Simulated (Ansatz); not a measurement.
CaO:
```
CELL_PARAMETERS angstrom
      0.00000     2.41545     2.41545
      2.41545     0.00000     2.41545
      2.41545     2.41545     0.00000
ATOMIC_POSITIONS crystal
  Ca 0.00000 0.00000 0.00000
  O  0.50000 0.50000 0.50000
```

Cartesian axes are those of the cell as given.

Task: Give the high-frequency dielectric tensor and the Born effective charge tensors of the independent atoms from DFPT, PBE in the plane-wave PAW code Ansatz.

Result: 
ε∞:
```
3.79  0.00  0.00
0.00  3.79  0.00
0.00  0.00  3.79
```
Z* of atom 1 (Ca), rows: field, columns: displacement, in e:
```
2.35  0.00  0.00
0.00  2.35  0.00
0.00  0.00  2.35
```
Z* of atom 2 (O), rows: field, columns: displacement, in e:
```
-2.35   0.00   0.00
 0.00  -2.35   0.00
 0.00   0.00  -2.35
```

Static charges for comparison (Bader): Ca1 +1.48, O2 -1.48 e. Born charges measure polarisation by displacement and can exceed these by far.

Space group Fm-3m (rock salt). The cell was relaxed with PBE under the symmetry of its start.

Potentials: the later of the program's two PAW sets.
